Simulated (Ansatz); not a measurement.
Input and command of a calculation in Ansatz (plane waves; scalar-relativistic PAW potentials unless the input names others):

```yaml
crystal:
  lattice:
    - [4.1436098667, 0.0, 0.0]
    - [-2.0718049333, 3.5884714079, 0.0]
    - [0.0, 0.0, 31.4820456484]
  atoms:
    - { symbol: Se, position: [0.0, 0.0, 0.2380435681] }
    - { symbol: Bi, position: [0.3333333333, 0.6666666667, 0.2878769965] }
    - { symbol: Se, position: [0.6666666667, 0.3333333333, 0.3491794192] }
    - { symbol: Bi, position: [0.0, 0.0, 0.4102546722] }
    - { symbol: Se, position: [0.3333333333, 0.6666666667, 0.4602607924] }
    - { symbol: Se, position: [0.6666666667, 0.3333333333, 0.5397392025] }
    - { symbol: Bi, position: [0.0, 0.0, 0.5897453526] }
    - { symbol: Se, position: [0.3333333333, 0.6666666667, 0.6508205424] }
    - { symbol: Bi, position: [0.6666666667, 0.3333333333, 0.7121230286] }
    - { symbol: Se, position: [0.0, 0.0, 0.7619564255] }
basis:
  ecutwfc: 420
kpoints:
  mp_grid: { grid: [9, 9, 1] }
hamiltonian:
  xc: pbe
  dispersion: d3bj
scf:
  occupations: { method: gaussian, width: 0.05 }
  convergence: { dr2_threshold: 1.0e-14 }
  max_iter: 50
output:
  forces: true
  eigenvalues: true
  stress: true
efield:
  axis: 3
  dipole_correction: true
  ramp_width: 0.04
```

```bash
ansatz run input.yaml --threads 8 --pin off --max-ram 14336MiB --backend cpu --events-out ev --progress --plain --runs-dir out
```

Abridged log:
```
Pseudopotentials: kind: paw
Pseudopotential: Se, paw, valence charge 16, recommended cutoff 420 eV (normal)
Pseudopotential: Bi, paw, valence charge 15, recommended cutoff 420 eV (normal)
Functional definition: PBE
Crystal: 10 atoms, lattice volume = 468.114 Å³
Basis set: ecut = 420 eV, 9021 PW (Γ), exchange–correlation on 60×60×432 points (8 copies of the dense FFT grid, shifted against one another)
Bands: 94, of which v1, the nominal top of the filled ones, is band 78 counted from 1 (77 counted from 0)
Symmetry: 6 space group operations
k-points: 12 of 81 (time reversal used)
Initial density: superposition of atomic densities (neutral atoms: chi_scale 0, normalization atom), corrected by the library's trained network
Initial wavefunctions: pseudopotential atomic-orbital guess
Functional: x = pbe(κ = 0.804, μ = 0.21951497), c = pbe(β = 0.06672455)
SCF iter   1: F=—  HF=-82408.064172 eV  |F-HF|=—  |Δ(HF+E_count)|=         —  Δρ=9.87e-4  dr2=1.45e-2  ethr=1.77e-3  p=0.000 e·Å  D=1.55e-7 V/Å  ΔV_dip= 0.00 eV  dr2_dipole=6.35e-8  V_vac-E_F(+/−)=5.40/5.40 eV  ⟨swp⟩=7.4  Hψ=4628  notcnv=0  defer=21
efield: sawtooth ramp at fractional position 0.9800 (placed from the atoms, in the widest stretch of the axis that holds none; the zero of the levels goes with the place), width 0.0400; the density the first Hamiltonian is built on has a dipole p = 0.000 e·Å; the dipole correction subtracts the counter field D = 1.55e-7 V/Å, which shifts the + side's vacuum level by  0.00 eV against the − side's; the planar-averaged density in the ramp window peaks in size at 1.5e-5 e/Å³
SCF iter   2: F=—  HF=-82408.065454 eV  |F-HF|=—  |Δ(HF+E_count)|=   1.28e-3  Δρ=7.53e-4  dr2=4.43e-2  ethr=9.31e-6  p=0.000 e·Å  D=4.03e-5 V/Å  ΔV_dip= 0.00 eV  dr2_dipole=6.85e-7  V_vac-E_F(+/−)=5.47/5.47 eV  ⟨swp⟩=3.5  Hψ=2434  notcnv=0  defer=69
SCF iter   3: F=—  HF=-82408.063711 eV  |F-HF|=—  |Δ(HF+E_count)|=   1.74e-3  Δρ=4.29e-4  dr2=9.33e-3  ethr=9.31e-6  p= 0.000 e·Å  D=-1.65e-5 V/Å  ΔV_dip=0.00 eV  dr2_dipole=2.53e-7  V_vac-E_F(+/−)=5.37/5.37 eV  ⟨swp⟩=2.0  Hψ=1264  notcnv=0  defer=69
SCF iter   4: F=—  HF=-82408.063552 eV  |F-HF|=—  |Δ(HF+E_count)|=   1.59e-4  Δρ=1.86e-4  dr2=7.11e-4  ethr=5.98e-6  p=0.000 e·Å  D=1.29e-5 V/Å  ΔV_dip= 0.00 eV  dr2_dipole=1.42e-7  V_vac-E_F(+/−)=5.38/5.38 eV  ⟨swp⟩=1.0  Hψ=1016  notcnv=0  defer=69
SCF iter   5: F=—  HF=-82408.063679 eV  |F-HF|=—  |Δ(HF+E_count)|=   1.27e-4  Δρ=5.31e-5  dr2=4.35e-5  ethr=4.56e-7  p= 0.000 e·Å  D=-1.24e-4 V/Å  ΔV_dip=0.00 eV  dr2_dipole=1.14e-5  V_vac-E_F(+/−)=5.37/5.37 eV  ⟨swp⟩=2.0  Hψ=1199  notcnv=0  defer=69
SCF iter   6: F=—  HF=-82408.063770 eV  |F-HF|=—  |Δ(HF+E_count)|=   9.10e-5  Δρ=5.13e-5  dr2=1.94e-4  ethr=2.79e-8  p=0.001 e·Å  D=5.14e-4 V/Å  ΔV_dip=-0.02 eV  dr2_dipole=1.81e-4  V_vac-E_F(+/−)=5.36/5.38 eV  ⟨swp⟩=2.0  Hψ=1321  notcnv=0  defer=69
SCF iter   7: F=—  HF=-82408.063747 eV  |F-HF|=—  |Δ(HF+E_count)|=   2.29e-5  Δρ=2.10e-5  dr2=1.45e-5  ethr=2.79e-8  p= 0.000 e·Å  D=-1.29e-4 V/Å  ΔV_dip=0.00 eV  dr2_dipole=9.91e-6  V_vac-E_F(+/−)=5.37/5.37 eV  ⟨swp⟩=2.0  Hψ=1202  notcnv=0  defer=69
SCF iter   8: F=—  HF=-82408.063763 eV  |F-HF|=—  |Δ(HF+E_count)|=   1.56e-5  Δρ=9.16e-6  dr2=9.52e-7  ethr=9.29e-9  p=0.000 e·Å  D=8.78e-7 V/Å  ΔV_dip= 0.00 eV  dr2_dipole=3.66e-9  V_vac-E_F(+/−)=5.37/5.37 eV  ⟨swp⟩=2.0  Hψ=1147  notcnv=0  defer=69
   ...
SCF iter  14: F=—  HF=-82408.063958 eV  |F-HF|=—  |Δ(HF+E_count)|=  1.31e-10  Δρ=6.42e-8  dr2=2.76e-10  ethr=4.10e-13 (applied; sched 1.00e-12)  p=0.000 e·Å  D=2.59e-7 V/Å  ΔV_dip= 0.00 eV  dr2_dipole=1.52e-13  V_vac-E_F(+/−)=5.37/5.37 eV  ⟨swp⟩=1.9  Hψ=1137  notcnv=0  defer=108
SCF iter  15: F=—  HF=-82408.063958 eV  |F-HF|=—  |Δ(HF+E_count)|=  7.28e-11  Δρ=4.07e-8  dr2=7.80e-11  ethr=1.77e-13 (applied; sched 1.00e-12)  p=0.000 e·Å  D=2.20e-7 V/Å  ΔV_dip= 0.00 eV  dr2_dipole=5.05e-13  V_vac-E_F(+/−)=5.37/5.37 eV  ⟨swp⟩=1.0  Hψ=1016  notcnv=0  defer=112
SCF iter  16: F=—  HF=-82408.063958 eV  |F-HF|=—  |Δ(HF+E_count)|=  2.91e-11  Δρ=1.86e-8  dr2=1.82e-11  ethr=5.00e-14 (applied; sched 1.00e-12)  p=0.000 e·Å  D=3.81e-7 V/Å  ΔV_dip= 0.00 eV  dr2_dipole=1.22e-11  V_vac-E_F(+/−)=5.37/5.37 eV  ⟨swp⟩=1.7  Hψ=1025  notcnv=0  defer=112
SCF iter  17: F=—  HF=-82408.063958 eV  |F-HF|=—  |Δ(HF+E_count)|=  2.91e-11  Δρ=6.95e-9  dr2=4.75e-13  ethr=1.16e-14 (applied; sched 1.00e-12)  p=0.000 e·Å  D=2.30e-7 V/Å  ΔV_dip= 0.00 eV  dr2_dipole=8.86e-14  V_vac-E_F(+/−)=5.37/5.37 eV  ⟨swp⟩=1.6  Hψ=1081  notcnv=0  defer=112
SCF iter  18: F=—  HF=-82408.063958 eV  |F-HF|=—  |Δ(HF+E_count)|=  2.91e-11  Δρ=3.73e-9  dr2=3.06e-13  ethr=3.04e-16 (applied; sched 1.00e-12)  p=0.000 e·Å  D=2.43e-7 V/Å  ΔV_dip= 0.00 eV  dr2_dipole=2.72e-15  V_vac-E_F(+/−)=5.37/5.37 eV  ⟨swp⟩=2.1  Hψ=1344  notcnv=0  defer=112
SCF iter  19: F=—  HF=-82408.063958 eV  |F-HF|=—  |Δ(HF+E_count)|=  1.46e-11  Δρ=1.76e-9  dr2=2.50e-14  ethr=1.96e-16 (applied; sched 1.00e-12)  p=0.000 e·Å  D=2.44e-7 V/Å  ΔV_dip= 0.00 eV  dr2_dipole=4.12e-18  V_vac-E_F(+/−)=5.37/5.37 eV  ⟨swp⟩=2.0  Hψ=1189  notcnv=0  defer=112
SCF iter  20: F=—  HF=-82408.063958 eV  |F-HF|=—  |Δ(HF+E_count)|=  7.28e-11  Δρ=9.99e-10  dr2=1.37e-14  ethr=1.00e-12  p=0.000 e·Å  D=2.43e-7 V/Å  ΔV_dip= 0.00 eV  dr2_dipole=3.24e-17  V_vac-E_F(+/−)=5.37/5.37 eV  ⟨swp⟩=12.2  Hψ=4875  notcnv=0
SCF iter  21: F=-82408.063958 eV  HF=-82408.063958 eV  |F-HF|=8.73e-11  |Δ(HF+E_count)|=  1.46e-10  Δρ=5.93e-10  dr2=6.07e-15  ethr=1.00e-12  p=0.000 e·Å  D=2.45e-7 V/Å  ΔV_dip= 0.00 eV  dr2_dipole=4.88e-16  V_vac-E_F(+/−)=5.37/5.37 eV  ⟨swp⟩=3.0  Hψ=2876  notcnv=0
SCF 1 converged in 21 iterations: F = -82408.063958 eV  dr2 = 6.07e-15
SCF converged after 21 iterations
Free energy (F): -82408.063958 eV
Harris-Foulkes:  -82408.063958 eV  (|F-HF|=8.73e-11)
Internal energy: -82408.063958 eV  (E = F + TS)
E sigma→0 (E₀):  -82408.063958 eV
Fermi energy:    3.389994 eV
Dipole field:    D = 0.000000 V/Å  (p = 0.000001 e·Å, saw-weighted, corrected)
Work function:   Φ+ = 5.3688 eV   Φ− = 5.3688 eV
Levels:          The Fermi level and band energies are counted from a zero that moves with the ramp; work functions are not
  E_disp       = -3.593764  (pairwise vdW)
--- Forces (eV/Å), atoms counted from 1 ---
  atom   1  Se     0.00000000     0.00000000    -0.00001276
  atom   2  Bi     0.00000000     0.00000000    -0.00001926
  atom   3  Se     0.00000000     0.00000000     0.00022384
  atom   4  Bi     0.00000000     0.00000000     0.00010752
  atom   5  Se     0.00000000     0.00000000    -0.00050930
  atom   6  Se     0.00000000     0.00000000     0.00051412
  atom   7  Bi     0.00000000     0.00000000    -0.00011828
  atom   8  Se     0.00000000     0.00000000    -0.00021167
  atom   9  Bi     0.00000000     0.00000000     0.00000777
  atom  10  Se     0.00000000     0.00000000     0.00001802
--- Stress (GPa, compression-positive) ---
       -0.127559       0.000000       0.000000
        0.000000      -0.127559       0.000000
        0.000000       0.000000      -0.009415
  P = ⅓ Tr σ = -0.0882 GPa (-0.882 kbar)
```

One setting here is risky: scf.convergence.dr2_threshold: left out → 1e-14 (in general: a threshold that can't be met). For this cell it did little harm: the run converged in 21 SCF iterations (reference: 11) with the reference's energy to 0.01 meV/atom, pressure -0.09 GPa, largest force 0.001 eV/Å, gap on the mesh 0.51 eV. A reference run of the same geometry without this change converged with pressure -0.09 GPa, largest force 0.001 eV/Å, gap on the mesh 0.51 eV.

Pressures are averaged over the cell with its vacuum.

Spin-orbit coupling is left out, which matters for the bands of heavy elements.

It took 8.4 s on 8 threads of Intel(R) Xeon(R) 6975P-C (Granite Rapids) (shared host).
